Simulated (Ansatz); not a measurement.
Band table of SbPt

```
Sb Pt
1.0
     4.17744    0.00000    0.00000
    -2.08872    3.61777    0.00000
     0.00000    0.00000    5.53920
Sb Pt
2 2
Direct
  0.66667 0.33333 0.75000
  0.33333 0.66667 0.25000
  0.00000 0.00000 0.50000
  0.00000 0.00000 0.00000
```

Atom numbers follow the list: Sb1, Sb2, Pt3, Pt4.

Structure from Materials Project entry mp-2845 (possibly hypothetical), not relaxed further.

No spin–orbit coupling, which matters for the heavy atoms here.

Level of theory: Ansatz 0.2.0, DFT, LDA, all-electron LAPW, scalar-relativistic.

Numerical set-up: a Γ-centred 9×9×6 k mesh, Fermi–Dirac smearing of 0.05 eV, basis error target 1 meV/atom, no spin polarisation.

Path points, in fractions of the reciprocal vectors: Γ (0.000, 0.000, 0.000), M (0.500, 0.000, 0.000), K (0.333, 0.333, 0.000), A (0.000, 0.000, 0.500), L (0.500, 0.000, 0.500), H (0.333, 0.333, 0.500). Levels in eV from the Fermi level; bands 51 to 76, counted from the lowest band of the run. The gap is zero.

```
# k(1/Å) point b51 b52 b53 b54 b55 b56 b57 b58 b59 b60 b61 b62 b63 b64 b65 b66 b67 b68 b69 b70 b71 b72 b73 b74 b75 b76
0.000 Γ -12.64 -8.96 -6.72 -5.72 -5.72 -5.63 -4.20 -4.20 -3.38 -3.38 -2.02 -2.02 -0.02 -0.02 0.74 2.28 2.50 3.37 3.53 3.53 5.42 5.42 8.02 8.02 8.12 9.14
0.062 - -12.62 -8.97 -6.70 -5.72 -5.69 -5.63 -4.21 -4.20 -3.40 -3.38 -2.03 -2.02 -0.15 -0.04 0.73 2.30 2.42 3.48 3.50 3.63 5.42 5.50 7.74 7.95 8.07 9.24
0.124 - -12.58 -9.02 -6.64 -5.70 -5.64 -5.62 -4.25 -4.21 -3.44 -3.36 -2.03 -2.02 -0.48 -0.11 0.71 2.24 2.35 3.45 3.66 3.91 5.48 5.72 7.16 7.76 7.92 9.49
0.186 - -12.50 -9.09 -6.55 -5.68 -5.67 -5.49 -4.32 -4.22 -3.51 -3.34 -2.05 -2.02 -0.92 -0.23 0.66 2.01 2.42 3.39 3.83 4.26 5.71 6.05 6.54 7.50 7.70 9.88
0.248 - -12.40 -9.17 -6.43 -5.70 -5.66 -5.33 -4.42 -4.22 -3.60 -3.30 -2.06 -2.02 -1.38 -0.40 0.58 1.75 2.49 3.38 3.93 4.57 5.96 6.16 6.44 7.21 7.46 10.32
0.310 - -12.27 -9.27 -6.27 -5.75 -5.64 -5.15 -4.54 -4.22 -3.69 -3.26 -2.08 -2.02 -1.82 -0.60 0.47 1.47 2.53 3.40 3.94 4.91 5.48 6.70 6.88 6.89 7.28 10.35
0.372 - -12.11 -9.37 -6.08 -5.84 -5.62 -4.97 -4.64 -4.20 -3.79 -3.21 -2.21 -2.10 -2.02 -0.84 0.31 1.16 2.51 3.47 3.93 5.14 5.24 6.58 6.83 7.35 7.66 10.42
0.434 - -11.92 -9.48 -5.97 -5.86 -5.60 -4.93 -4.60 -4.16 -3.87 -3.16 -2.52 -2.11 -2.02 -1.10 0.09 0.85 2.43 3.58 3.90 4.96 5.47 6.28 6.79 7.83 8.38 10.52
0.496 - -11.72 -9.58 -6.17 -5.63 -5.59 -5.02 -4.39 -4.09 -3.94 -3.11 -2.77 -2.13 -2.02 -1.37 -0.20 0.53 2.29 3.70 3.89 4.90 5.49 6.01 6.99 8.31 9.14 10.67
0.558 - -11.50 -9.69 -6.41 -5.59 -5.40 -5.11 -4.16 -3.99 -3.96 -3.06 -2.96 -2.14 -2.01 -1.66 -0.56 0.23 2.16 3.83 3.90 4.93 5.34 5.76 7.42 8.79 9.86 10.85
0.620 - -11.26 -9.79 -6.68 -5.59 -5.19 -5.17 -3.93 -3.92 -3.87 -3.08 -3.01 -2.16 -2.01 -1.93 -0.97 -0.05 2.05 3.94 3.96 5.00 5.12 5.55 7.95 9.24 10.47 11.07
0.682 - -11.02 -9.90 -6.94 -5.60 -5.22 -5.04 -3.78 -3.73 -3.72 -3.17 -2.97 -2.20 -2.17 -2.01 -1.41 -0.30 1.96 3.99 4.08 4.89 5.08 5.38 8.52 9.64 10.85 11.30
0.744 - -10.79 -10.02 -7.17 -5.61 -5.24 -4.94 -3.58 -3.56 -3.55 -3.21 -2.94 -2.45 -2.18 -2.01 -1.85 -0.51 1.91 4.08 4.17 4.68 5.15 5.26 9.09 9.96 10.94 11.54
0.806 - -10.58 -10.15 -7.31 -5.61 -5.26 -4.90 -3.49 -3.41 -3.24 -3.21 -2.92 -2.66 -2.30 -2.16 -2.00 -0.64 1.87 4.18 4.23 4.49 5.18 5.19 9.59 10.17 10.84 11.73
0.868 M -10.46 -10.24 -7.37 -5.61 -5.26 -4.89 -3.46 -3.34 -3.20 -3.01 -2.92 -2.75 -2.55 -2.17 -2.00 -0.69 1.86 4.25 4.30 4.35 5.16 5.21 9.83 10.25 10.74 11.81
0.904 - -10.45 -10.24 -7.37 -5.62 -5.26 -4.89 -3.49 -3.34 -3.18 -3.11 -2.81 -2.75 -2.55 -2.17 -2.00 -0.67 1.86 3.95 4.31 4.65 4.80 5.59 9.82 10.10 10.88 11.81
0.940 - -10.44 -10.24 -7.37 -5.63 -5.27 -4.87 -3.57 -3.35 -3.24 -3.13 -2.74 -2.67 -2.56 -2.17 -2.01 -0.60 1.83 3.61 4.35 4.43 5.01 6.00 9.79 9.83 11.13 11.82
0.976 - -10.42 -10.24 -7.37 -5.64 -5.29 -4.85 -3.68 -3.36 -3.35 -3.07 -2.74 -2.56 -2.51 -2.17 -2.01 -0.50 1.78 3.28 4.09 4.42 5.36 6.42 9.55 9.74 11.37 11.84
1.012 - -10.40 -10.23 -7.38 -5.66 -5.31 -4.81 -3.81 -3.48 -3.35 -2.99 -2.74 -2.57 -2.35 -2.17 -2.01 -0.38 1.70 2.95 3.78 4.51 5.72 6.85 9.27 9.68 11.55 11.86
1.047 - -10.36 -10.23 -7.38 -5.69 -5.34 -4.77 -3.94 -3.59 -3.35 -2.89 -2.75 -2.57 -2.18 -2.16 -2.02 -0.24 1.59 2.64 3.51 4.62 6.08 7.29 9.00 9.59 11.65 11.89
1.083 - -10.33 -10.22 -7.40 -5.71 -5.38 -4.72 -4.07 -3.69 -3.34 -2.79 -2.76 -2.58 -2.16 -2.03 -2.00 -0.10 1.44 2.34 3.29 4.76 6.43 7.73 8.74 9.49 11.69 11.91
1.119 - -10.29 -10.21 -7.41 -5.74 -5.43 -4.66 -4.18 -3.78 -3.32 -2.78 -2.68 -2.59 -2.15 -2.04 -1.83 0.04 1.25 2.05 3.11 4.92 6.78 8.18 8.51 9.36 11.68 11.92
1.155 - -10.25 -10.20 -7.43 -5.76 -5.49 -4.60 -4.28 -3.87 -3.29 -2.81 -2.60 -2.57 -2.15 -2.04 -1.64 0.16 1.03 1.78 2.98 5.11 7.11 8.30 8.62 9.22 11.65 11.91
1.191 - -10.20 -10.19 -7.46 -5.77 -5.55 -4.53 -4.36 -3.95 -3.26 -2.84 -2.61 -2.46 -2.14 -2.05 -1.45 0.28 0.79 1.53 2.89 5.30 7.43 8.11 9.06 9.06 11.61 11.88
1.226 - -10.18 -10.16 -7.49 -5.79 -5.61 -4.46 -4.42 -4.02 -3.23 -2.88 -2.62 -2.36 -2.13 -2.06 -1.26 0.39 0.53 1.30 2.83 5.49 7.72 7.97 8.90 9.50 11.57 11.80
1.262 - -10.16 -10.13 -7.52 -5.79 -5.67 -4.46 -4.39 -4.08 -3.19 -2.92 -2.63 -2.27 -2.12 -2.07 -1.06 0.27 0.48 1.09 2.78 5.67 7.87 7.96 8.72 9.94 11.52 11.64
1.298 - -10.15 -10.11 -7.55 -5.79 -5.71 -4.48 -4.32 -4.14 -3.15 -2.96 -2.64 -2.19 -2.12 -2.08 -0.86 0.02 0.57 0.93 2.76 5.81 7.85 8.14 8.56 10.35 11.48 11.51
1.334 - -10.13 -10.10 -7.57 -5.79 -5.75 -4.50 -4.27 -4.18 -3.10 -3.01 -2.65 -2.15 -2.11 -2.09 -0.65 -0.22 0.64 0.80 2.74 5.89 7.91 8.18 8.48 10.74 11.32 11.44
1.370 K -10.11 -10.11 -7.58 -5.77 -5.77 -4.50 -4.22 -4.22 -3.06 -3.06 -2.65 -2.13 -2.10 -2.10 -0.44 -0.44 0.71 0.71 2.74 5.92 8.04 8.04 8.48 11.07 11.07 11.43
1.441 - -10.19 -10.07 -7.53 -5.79 -5.72 -4.49 -4.28 -4.20 -3.16 -2.96 -2.64 -2.19 -2.11 -2.08 -0.80 -0.02 0.67 0.83 2.75 5.84 7.66 8.37 8.48 10.50 11.22 11.42
1.513 - -10.36 -10.01 -7.40 -5.77 -5.65 -4.45 -4.30 -4.27 -3.25 -2.91 -2.65 -2.31 -2.13 -2.07 -1.00 0.41 0.78 0.94 2.80 5.68 7.28 8.07 8.98 9.89 11.07 11.45
1.585 - -10.60 -9.95 -7.19 -5.74 -5.54 -4.44 -4.40 -4.30 -3.33 -3.02 -2.69 -2.31 -2.14 -2.05 -1.00 0.84 0.99 1.06 2.89 5.51 6.93 7.66 9.27 9.39 10.90 11.50
1.656 - -10.87 -9.87 -6.93 -5.70 -5.42 -4.69 -4.36 -4.26 -3.37 -3.29 -2.77 -2.17 -2.14 -2.05 -0.85 1.20 1.22 1.25 3.02 5.34 6.62 7.24 8.68 9.60 10.77 11.33
1.728 - -11.16 -9.79 -6.64 -5.66 -5.28 -4.98 -4.32 -4.20 -3.61 -3.33 -2.87 -2.14 -2.04 -1.96 -0.60 1.37 1.44 1.64 3.21 5.20 6.33 6.87 8.14 9.53 10.67 10.68
1.799 - -11.44 -9.69 -6.36 -5.64 -5.29 -5.13 -4.30 -4.12 -3.95 -3.20 -2.97 -2.13 -2.03 -1.70 -0.32 1.58 1.61 1.99 3.48 5.08 5.99 6.67 7.69 9.15 9.92 10.61
1.871 - -11.70 -9.58 -6.13 -5.62 -5.59 -4.99 -4.30 -4.27 -4.02 -3.06 -2.96 -2.12 -2.03 -1.42 -0.05 1.73 1.83 2.27 3.84 4.98 5.60 6.65 7.35 8.54 9.14 10.57
1.943 - -11.94 -9.47 -5.94 -5.87 -5.62 -4.90 -4.52 -4.29 -3.90 -3.14 -2.62 -2.11 -2.03 -1.13 0.19 1.80 2.11 2.46 4.30 4.88 5.20 6.78 7.16 7.78 8.36 10.55
2.014 - -12.14 -9.35 -6.12 -5.81 -5.63 -5.00 -4.56 -4.27 -3.78 -3.21 -2.18 -2.09 -2.02 -0.83 0.38 1.85 2.42 2.54 4.79 4.82 4.85 7.00 7.00 7.12 7.63 10.54
2.086 - -12.32 -9.23 -6.33 -5.73 -5.65 -5.22 -4.46 -4.25 -3.66 -3.27 -2.07 -2.02 -1.68 -0.55 0.52 1.92 2.53 2.74 4.48 4.66 5.50 6.27 6.91 7.23 7.31 10.53
2.158 - -12.46 -9.12 -6.50 -5.68 -5.67 -5.42 -4.35 -4.23 -3.55 -3.32 -2.05 -2.02 -1.14 -0.32 0.63 2.04 2.46 3.04 4.16 4.41 5.74 6.21 6.33 7.45 7.59 10.07
2.229 - -12.56 -9.04 -6.62 -5.70 -5.65 -5.58 -4.27 -4.21 -3.46 -3.36 -2.04 -2.02 -0.61 -0.15 0.69 2.21 2.37 3.29 3.88 3.99 5.49 5.84 6.96 7.71 7.86 9.60
2.301 - -12.62 -8.98 -6.69 -5.71 -5.68 -5.63 -4.22 -4.20 -3.40 -3.38 -2.03 -2.02 -0.19 -0.05 0.73 2.30 2.40 3.44 3.58 3.64 5.42 5.53 7.66 7.93 8.05 9.27
2.372 Γ -12.64 -8.96 -6.72 -5.72 -5.72 -5.63 -4.20 -4.20 -3.38 -3.38 -2.02 -2.02 -0.02 -0.02 0.74 2.28 2.50 3.37 3.53 3.53 5.42 5.42 8.02 8.02 8.12 9.14
2.413 - -12.63 -8.99 -6.67 -5.71 -5.71 -5.62 -4.19 -4.19 -3.39 -3.39 -2.04 -2.04 0.01 0.01 0.70 2.20 2.54 3.44 3.53 3.53 5.42 5.42 8.00 8.00 8.05 9.15
2.453 - -12.61 -9.10 -6.56 -5.70 -5.70 -5.59 -4.18 -4.18 -3.43 -3.43 -2.10 -2.10 0.08 0.08 0.58 2.01 2.64 3.51 3.51 3.60 5.44 5.44 7.88 7.94 7.94 9.16
2.494 - -12.58 -9.25 -6.38 -5.67 -5.67 -5.55 -4.16 -4.16 -3.48 -3.48 -2.18 -2.18 0.20 0.20 0.40 1.75 2.78 3.48 3.48 3.80 5.46 5.46 7.66 7.84 7.84 9.14
2.534 - -12.53 -9.43 -6.17 -5.64 -5.64 -5.48 -4.13 -4.13 -3.55 -3.55 -2.28 -2.28 0.18 0.35 0.35 1.47 2.96 3.44 3.44 4.00 5.49 5.49 7.43 7.72 7.72 9.00
2.575 - -12.48 -9.63 -5.93 -5.59 -5.59 -5.40 -4.09 -4.09 -3.63 -3.63 -2.39 -2.39 -0.06 0.52 0.52 1.17 3.15 3.39 3.39 4.21 5.54 5.54 7.21 7.58 7.58 8.73
2.616 - -12.41 -9.84 -5.68 -5.53 -5.53 -5.30 -4.04 -4.04 -3.73 -3.73 -2.51 -2.51 -0.31 0.71 0.71 0.86 3.33 3.33 3.36 4.40 5.59 5.59 7.00 7.42 7.42 8.39
2.656 - -12.32 -10.05 -5.46 -5.46 -5.42 -5.19 -3.99 -3.99 -3.85 -3.85 -2.63 -2.63 -0.55 0.55 0.91 0.91 3.25 3.25 3.58 4.58 5.64 5.64 6.80 7.26 7.26 8.01
2.697 - -12.23 -10.26 -5.39 -5.39 -5.17 -5.07 -3.97 -3.97 -3.93 -3.93 -2.75 -2.75 -0.79 0.24 1.12 1.12 3.16 3.16 3.80 4.75 5.71 5.71 6.62 7.10 7.10 7.63
2.737 - -12.12 -10.47 -5.30 -5.30 -4.94 -4.94 -4.10 -4.10 -3.86 -3.86 -2.87 -2.87 -1.00 -0.07 1.32 1.32 3.05 3.05 4.04 4.91 5.78 5.78 6.46 6.94 6.94 7.25
2.778 - -12.00 -10.68 -5.21 -5.21 -4.81 -4.73 -4.23 -4.23 -3.78 -3.78 -2.99 -2.99 -1.17 -0.36 1.53 1.53 2.93 2.93 4.28 5.05 5.86 5.86 6.30 6.79 6.79 6.89
2.818 - -11.87 -10.87 -5.11 -5.11 -4.67 -4.56 -4.36 -4.36 -3.70 -3.70 -3.10 -3.10 -1.30 -0.64 1.74 1.74 2.80 2.80 4.53 5.18 5.94 5.94 6.16 6.55 6.64 6.64
2.859 - -11.73 -11.06 -5.00 -5.00 -4.55 -4.50 -4.50 -4.44 -3.61 -3.61 -3.21 -3.21 -1.36 -0.89 1.94 1.94 2.65 2.65 4.78 5.28 6.04 6.04 6.04 6.24 6.50 6.50
2.899 - -11.58 -11.24 -4.88 -4.88 -4.63 -4.63 -4.45 -4.39 -3.52 -3.52 -3.32 -3.32 -1.34 -1.10 2.13 2.13 2.49 2.49 5.03 5.32 5.94 6.00 6.14 6.14 6.37 6.37
2.940 A -11.42 -11.42 -4.76 -4.76 -4.76 -4.76 -4.39 -4.39 -3.42 -3.42 -3.42 -3.42 -1.25 -1.25 2.32 2.32 2.32 2.32 5.24 5.24 5.90 5.90 6.25 6.25 6.25 6.25
3.002 - -11.40 -11.40 -4.80 -4.80 -4.75 -4.75 -4.37 -4.37 -3.43 -3.43 -3.42 -3.42 -1.22 -1.22 2.21 2.21 2.29 2.29 5.26 5.26 5.66 5.66 6.30 6.30 6.63 6.63
3.064 - -11.37 -11.37 -4.91 -4.91 -4.75 -4.75 -4.33 -4.33 -3.44 -3.44 -3.41 -3.41 -1.13 -1.13 1.94 1.94 2.20 2.20 5.10 5.10 5.66 5.66 6.43 6.43 7.21 7.21
3.126 - -11.31 -11.31 -5.06 -5.06 -4.74 -4.74 -4.29 -4.29 -3.45 -3.45 -3.40 -3.40 -1.00 -1.00 1.56 1.56 2.06 2.06 4.83 4.83 5.93 5.93 6.64 6.64 7.84 7.84
3.188 - -11.23 -11.23 -5.23 -5.23 -4.74 -4.74 -4.26 -4.26 -3.47 -3.47 -3.38 -3.38 -0.86 -0.86 1.16 1.16 1.89 1.89 4.59 4.59 6.28 6.28 6.91 6.91 8.45 8.45
3.250 - -11.13 -11.13 -5.41 -5.41 -4.73 -4.73 -4.23 -4.23 -3.50 -3.50 -3.36 -3.36 -0.76 -0.76 0.81 0.81 1.70 1.70 4.39 4.39 6.67 6.67 7.24 7.24 8.98 8.98
3.312 - -11.02 -11.02 -5.59 -5.59 -4.72 -4.72 -4.21 -4.21 -3.52 -3.52 -3.33 -3.33 -0.81 -0.81 0.63 0.63 1.50 1.50 4.23 4.23 7.09 7.09 7.60 7.60 9.30 9.30
3.374 - -10.89 -10.89 -5.76 -5.76 -4.72 -4.72 -4.20 -4.20 -3.54 -3.54 -3.29 -3.29 -1.04 -1.04 0.66 0.66 1.30 1.30 4.11 4.11 7.50 7.50 7.99 7.99 9.40 9.40
3.436 - -10.76 -10.76 -5.93 -5.93 -4.71 -4.71 -4.19 -4.19 -3.54 -3.54 -3.24 -3.24 -1.38 -1.38 0.82 0.82 1.10 1.10 4.01 4.01 7.83 7.83 8.39 8.39 9.43 9.43
3.498 - -10.62 -10.62 -6.08 -6.08 -4.71 -4.71 -4.20 -4.20 -3.53 -3.53 -3.19 -3.19 -1.73 -1.73 0.92 0.92 1.02 1.02 3.94 3.94 7.99 7.99 8.81 8.81 9.61 9.61
3.560 - -10.49 -10.49 -6.22 -6.22 -4.71 -4.71 -4.22 -4.22 -3.50 -3.50 -3.14 -3.14 -2.07 -2.07 0.76 0.76 1.23 1.23 3.90 3.90 7.96 7.96 9.21 9.21 9.98 9.98
3.622 - -10.37 -10.37 -6.33 -6.33 -4.71 -4.71 -4.24 -4.24 -3.44 -3.44 -3.09 -3.09 -2.37 -2.37 0.62 0.62 1.41 1.41 3.88 3.88 7.84 7.84 9.58 9.58 10.47 10.47
3.684 - -10.28 -10.28 -6.42 -6.42 -4.72 -4.72 -4.27 -4.27 -3.37 -3.37 -3.05 -3.05 -2.62 -2.62 0.52 0.52 1.55 1.55 3.87 3.87 7.71 7.71 9.89 9.89 10.93 10.93
3.746 - -10.22 -10.22 -6.47 -6.47 -4.72 -4.72 -4.29 -4.29 -3.28 -3.28 -3.03 -3.03 -2.81 -2.81 0.46 0.46 1.63 1.63 3.87 3.87 7.62 7.62 10.10 10.10 11.14 11.14
3.808 L -10.20 -10.20 -6.49 -6.49 -4.72 -4.72 -4.29 -4.29 -3.23 -3.23 -3.02 -3.02 -2.90 -2.90 0.44 0.44 1.66 1.66 3.88 3.88 7.58 7.58 10.17 10.17 11.17 11.17
3.844 - -10.20 -10.20 -6.48 -6.48 -4.72 -4.72 -4.29 -4.29 -3.24 -3.24 -3.02 -3.02 -2.89 -2.89 0.37 0.37 1.74 1.74 3.88 3.88 7.59 7.59 10.06 10.06 11.24 11.24
3.880 - -10.19 -10.19 -6.47 -6.47 -4.74 -4.74 -4.29 -4.29 -3.26 -3.26 -3.03 -3.03 -2.86 -2.86 0.21 0.21 1.93 1.93 3.90 3.90 7.60 7.60 9.81 9.81 11.30 11.30
3.915 - -10.19 -10.19 -6.45 -6.45 -4.78 -4.78 -4.30 -4.30 -3.28 -3.28 -3.03 -3.03 -2.82 -2.82 0.00 0.00 2.19 2.19 3.94 3.94 7.61 7.61 9.51 9.51 11.13 11.13
3.951 - -10.18 -10.18 -6.41 -6.41 -4.82 -4.82 -4.30 -4.30 -3.31 -3.31 -3.05 -3.05 -2.76 -2.76 -0.22 -0.22 2.47 2.47 3.99 3.99 7.62 7.62 9.20 9.20 10.89 10.89
3.987 - -10.16 -10.16 -6.37 -6.37 -4.87 -4.87 -4.31 -4.31 -3.34 -3.34 -3.07 -3.07 -2.69 -2.69 -0.43 -0.43 2.76 2.76 4.06 4.06 7.63 7.63 8.90 8.90 10.64 10.64
4.023 - -10.15 -10.15 -6.32 -6.32 -4.94 -4.94 -4.32 -4.32 -3.37 -3.37 -3.09 -3.09 -2.62 -2.62 -0.63 -0.63 3.04 3.04 4.15 4.15 7.62 7.62 8.64 8.64 10.39 10.39
4.059 - -10.14 -10.14 -6.26 -6.26 -5.01 -5.01 -4.33 -4.33 -3.39 -3.39 -3.12 -3.12 -2.54 -2.54 -0.83 -0.83 3.31 3.31 4.27 4.27 7.54 7.54 8.45 8.45 10.15 10.15
4.094 - -10.12 -10.12 -6.20 -6.20 -5.09 -5.09 -4.34 -4.34 -3.42 -3.42 -3.14 -3.14 -2.46 -2.46 -1.00 -1.00 3.54 3.54 4.43 4.43 7.39 7.39 8.37 8.37 9.92 9.92
4.130 - -10.10 -10.10 -6.12 -6.12 -5.18 -5.18 -4.36 -4.36 -3.44 -3.44 -3.17 -3.17 -2.38 -2.38 -1.16 -1.16 3.72 3.72 4.62 4.62 7.16 7.16 8.39 8.39 9.70 9.70
4.166 - -10.09 -10.09 -6.04 -6.04 -5.27 -5.27 -4.37 -4.37 -3.45 -3.45 -3.19 -3.19 -2.30 -2.30 -1.31 -1.31 3.87 3.87 4.84 4.84 6.92 6.92 8.46 8.46 9.50 9.50
4.202 - -10.07 -10.07 -5.95 -5.95 -5.37 -5.37 -4.38 -4.38 -3.46 -3.46 -3.22 -3.22 -2.21 -2.21 -1.43 -1.43 3.97 3.97 5.07 5.07 6.67 6.67 8.56 8.56 9.32 9.32
4.238 - -10.06 -10.06 -5.86 -5.86 -5.47 -5.47 -4.39 -4.39 -3.47 -3.47 -3.23 -3.23 -2.14 -2.14 -1.53 -1.53 4.05 4.05 5.28 5.28 6.45 6.45 8.67 8.67 9.16 9.16
4.274 - -10.05 -10.05 -5.77 -5.77 -5.57 -5.57 -4.40 -4.40 -3.47 -3.47 -3.25 -3.25 -2.09 -2.09 -1.60 -1.60 4.10 4.10 5.44 5.44 6.28 6.28 8.79 8.79 9.03 9.03
4.309 H -10.05 -10.05 -5.68 -5.68 -5.67 -5.67 -4.40 -4.40 -3.47 -3.47 -3.25 -3.25 -2.07 -2.07 -1.63 -1.63 4.12 4.12 5.50 5.50 6.22 6.22 8.86 8.86 8.95 8.95
4.381 - -10.06 -10.06 -5.85 -5.85 -5.48 -5.48 -4.39 -4.39 -3.48 -3.48 -3.23 -3.23 -2.13 -2.13 -1.54 -1.54 4.03 4.03 5.37 5.37 6.36 6.36 8.79 8.79 9.01 9.01
4.453 - -10.11 -10.11 -5.99 -5.99 -5.31 -5.31 -4.36 -4.36 -3.49 -3.49 -3.15 -3.15 -2.23 -2.23 -1.37 -1.37 3.77 3.77 5.24 5.24 6.54 6.54 8.82 8.82 8.95 8.95
4.524 - -10.18 -10.18 -6.08 -6.08 -5.16 -5.16 -4.31 -4.31 -3.51 -3.51 -3.06 -3.06 -2.27 -2.27 -1.17 -1.17 3.40 3.40 5.16 5.16 6.64 6.64 8.73 8.73 9.06 9.06
4.596 - -10.29 -10.29 -6.11 -6.11 -5.04 -5.04 -4.27 -4.27 -3.52 -3.52 -3.02 -3.02 -2.17 -2.17 -0.96 -0.96 2.99 2.99 5.08 5.08 6.69 6.69 8.54 8.54 9.38 9.38
4.667 - -10.43 -10.43 -6.08 -6.08 -4.95 -4.95 -4.22 -4.22 -3.53 -3.53 -3.06 -3.06 -1.90 -1.90 -0.75 -0.75 2.58 2.58 4.99 4.99 6.69 6.69 8.37 8.37 9.76 9.76
4.739 - -10.58 -10.58 -6.00 -6.00 -4.87 -4.87 -4.20 -4.20 -3.53 -3.53 -3.14 -3.14 -1.52 -1.52 -0.55 -0.55 2.22 2.22 4.88 4.88 6.65 6.65 8.24 8.24 10.17 10.17
4.811 - -10.74 -10.74 -5.87 -5.87 -4.82 -4.82 -4.19 -4.19 -3.52 -3.52 -3.22 -3.22 -1.10 -1.10 -0.35 -0.35 1.92 1.92 4.79 4.79 6.55 6.55 8.12 8.12 10.58 10.58
4.882 - -10.90 -10.90 -5.71 -5.71 -4.78 -4.78 -4.19 -4.19 -3.51 -3.51 -3.29 -3.29 -0.76 -0.76 -0.10 -0.10 1.75 1.75 4.72 4.72 6.40 6.40 7.94 7.94 10.50 10.50
4.954 - -11.05 -11.05 -5.53 -5.53 -4.76 -4.76 -4.21 -4.21 -3.50 -3.50 -3.34 -3.34 -0.67 -0.67 0.31 0.31 1.72 1.72 4.69 4.69 6.23 6.23 7.65 7.65 9.72 9.72
5.026 - -11.17 -11.17 -5.33 -5.33 -4.75 -4.75 -4.24 -4.24 -3.48 -3.48 -3.37 -3.37 -0.76 -0.76 0.82 0.82 1.82 1.82 4.72 4.72 6.05 6.05 7.27 7.27 8.94 8.94
5.097 - -11.28 -11.28 -5.13 -5.13 -4.75 -4.75 -4.28 -4.28 -3.46 -3.46 -3.40 -3.40 -0.93 -0.93 1.35 1.35 1.99 1.99 4.84 4.84 5.86 5.86 6.86 6.86 8.15 8.15
5.169 - -11.35 -11.35 -4.95 -4.95 -4.75 -4.75 -4.32 -4.32 -3.44 -3.44 -3.41 -3.41 -1.09 -1.09 1.83 1.83 2.16 2.16 5.06 5.06 5.66 5.66 6.52 6.52 7.40 7.40
5.240 - -11.40 -11.40 -4.81 -4.81 -4.75 -4.75 -4.37 -4.37 -3.43 -3.43 -3.42 -3.42 -1.21 -1.21 2.18 2.18 2.27 2.27 5.26 5.26 5.62 5.62 6.31 6.31 6.72 6.72
5.312 A -11.42 -11.42 -4.76 -4.76 -4.76 -4.76 -4.39 -4.39 -3.42 -3.42 -3.42 -3.42 -1.25 -1.25 2.32 2.32 2.32 2.32 5.24 5.24 5.90 5.90 6.25 6.25 6.25 6.25
```
